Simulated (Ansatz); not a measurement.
Start of a relaxation of CuRuC₄N₄:

```
CELL_PARAMETERS angstrom
5.85837 0.00000 0.00000
0.00000 5.85837 0.00000
0.00000 0.00000 5.85837
ATOMIC_POSITIONS crystal
Cu 0.50000 0.50000 0.50000
Ru 0.00000 0.00000 0.00000
C 0.18685 0.18685 0.18685
C 0.18685 0.81315 0.81315
C 0.81315 0.18685 0.81315
C 0.81315 0.81315 0.18685
N 0.30216 0.30216 0.30216
N 0.30216 0.69784 0.69784
N 0.69784 0.30216 0.69784
N 0.69784 0.69784 0.30216
```

These are results of DFT PBE, scalar-relativistic, plane waves, PAW in Ansatz 0.2.0, not measurements. Cutoff 420 eV, Gaussian smearing, Γ-centred meshes. Cell and atoms relax first on a coarse mesh and then on a finer one. In between, the cell is made exact in the group found at 0.06 Å. In metals the finer mesh still leaves noise of several meV/atom or more. The steps can't lower the symmetry of their start, moments included. Collinear spin, starting moments 1 -1 0 0 0 0 0 0 0 0 μB in the order of the atoms.

A guess keeps its type if space group and coordination stay and the shape of the cell changes little (axis ratios within about 15 %, angles within 6°); the volume may change.

Q: Will the relaxed cell still be of the starting type?

A: It keeps its type. The symmetry stays P-43m (No. 215). The volume per atom shrinks by 1.5 %, from 20.1 to 19.8 Å³. The shortest distance goes from 1.17 Å (C–N) to 1.18 Å (C–N). Counting neighbours within 15 % of an atom's shortest distance, the start has C 1, Cu 4, N 1, Ru 4 and the end C 1, Cu 4, N 1, Ru 4.

The last run used collinear spin, a 6×6×6 mesh for its 10-atom cell and Gaussian smearing of 0.10 eV. Another magnetic order may lie lower. A structure relaxed within its symmetry needn't be a true minimum.
